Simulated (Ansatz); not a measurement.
AlPd:
```xyz
4
Lattice="1.3973 -5.0172 0.0000 1.3973 5.0172 0.0000 0.0000 0.0000 4.2147" Properties=species:S:1:pos:R:3 pbc="T T T"
Al     1.3973    -1.5567     1.0537
Pd     1.3973    -4.1194     1.0537
Al     1.3973     1.5567     3.1611
Pd     1.3973     4.1194     3.1611
```

Relaxed with r²SCAN. Special points in fractions of this cell's reciprocal vectors: Γ (0.000, 0.000, 0.000); Y (-0.500, 0.500, 0.000); C0 (-0.269, 0.731, 0.000); Σ0 (0.269, 0.269, 0.000); Z (0.000, 0.000, 0.500); A0 (0.269, 0.269, 0.500); E0 (-0.269, 0.731, 0.500); T (-0.500, 0.500, 0.500); S (0.000, 0.500, 0.000); R (0.000, 0.500, 0.500).

Task: List the band energies nearest the Fermi level at these points for the program Ansatz at the r²SCAN level (PAW).

Result: In eV from the Fermi level; about four levels below and three above (degenerate sets whole), none deeper than 8.9 eV; points with the same levels are listed once.

```tsv
k	below	above
Γ	-2.47 -1.91 -1.89 -1.14	2.32 4.54 5.66
Y	-3.11 -2.85 -2.42 -2.36	0.37 1.89 2.13
C0	-3.04 -2.82 -2.62 -0.76	0.16 2.80 3.67
Z	-2.26 -2.26 -1.69 -1.69	2.37 2.37 9.57 9.57
A0	-1.47 -1.47 -0.12 -0.12	1.07 1.07 5.92 5.92
T	-2.36 -2.36 -2.23 -2.23	6.96 6.96 7.93 7.93
S	-3.07 -2.79 -1.86 -0.45	0.52 1.15 3.86
R	-2.90 -2.90 -1.20 -1.20	0.22 0.22 0.95 0.95
```

Space group Cmcm. The start of the workflow was typed in or built on a structure type; neither database checked (COD, Materials Project) lists it. Whether it is the stable phase at ambient conditions was not checked. The cell was relaxed with r²SCAN under the symmetry of its start; its stability against distortions is not shown here. The run is not spin-polarised. Scalar-relativistic: spin–orbit coupling is off unless named, which matters more the heavier the elements.

Potentials: the later of the program's two PAW sets.
